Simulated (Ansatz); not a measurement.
**Relaxing a structure of TiB$_{2}$**

The start is a generated trial cell of TiB2 in the AFLOW prototype A2B_hP9_150_ef_bd (C22, as in Fe2P). The cell and all atomic positions are relaxed at zero pressure with r2SCAN (plane waves to 500 eV, PAW, scalar-relativistic; Ansatz, an electronic-structure program). The first steps use a coarse 5×5×7 k-mesh.

Input geometry:
```yaml
crystal:
  lattice:
    - [5.48620, 0.00000, 0.00000]
    - [-2.74310, 4.75119, 0.00000]
    - [0.00000, 0.00000, 3.23545]
  atoms:
    - { symbol: B, position: [0.26000, 0.00000, 0.00000] }
    - { symbol: B, position: [0.00000, 0.26000, 0.00000] }
    - { symbol: B, position: [0.74000, 0.74000, 0.00000] }
    - { symbol: B, position: [0.60000, 0.00000, 0.50000] }
    - { symbol: B, position: [0.00000, 0.60000, 0.50000] }
    - { symbol: B, position: [0.40000, 0.40000, 0.50000] }
    - { symbol: Ti, position: [0.00000, 0.00000, 0.50000] }
    - { symbol: Ti, position: [0.33333, 0.66667, 0.87500] }
    - { symbol: Ti, position: [0.66667, 0.33333, 0.12500] }
```

```json
{
 "initial_pressure": "+26 GPa (positive: the cell is compressed)",
 "largest_initial_force": "about 2.9 eV/Å, on Ti8, Ti9 (atoms numbered as listed)",
 "outcome": "The space group goes from P321 (No. 150) to P-62m (No. 189), with 9 atoms in the primitive cell",
 "energy_released": "1.36 eV/atom",
 "volume_change": "+18.5 %, from 9.37 to 11.10 Å³/atom",
 "optimiser_moves": "23"
}
```

Relaxed structure:

Space group P-62m (No. 189); a = 6.202 Å, b = 6.202 Å, c = 3.000 Å, α = 90.00°, β = 90.00°, γ = 120.00°

| atom | site | symmetry | x | y | z |
|---|---|---|---|---|---|
| B | 3f | m2m | 0.0000 | 0.2724 | 0.0000 |
| B | 3g | m2m | 0.6298 | 0.6298 | 0.5000 |
| Ti | 1b | -62m | 0.0000 | 0.0000 | 0.5000 |
| Ti | 2c | -6.. | 0.3333 | 0.6667 | 0.0000 |

Final values are on a 9×9×15 k-mesh of the relaxed cell. No spin polarisation in the result.

The run could not lose the symmetry of its start, so the end can be a saddle point.

The relaxed structure here is a generated cell of TiB2: the first start was made by placing the elements on the sites of a structure type, and the end was not matched to a known phase here, so it may be hypothetical. Known forms of TiB2 include space group No. 191.
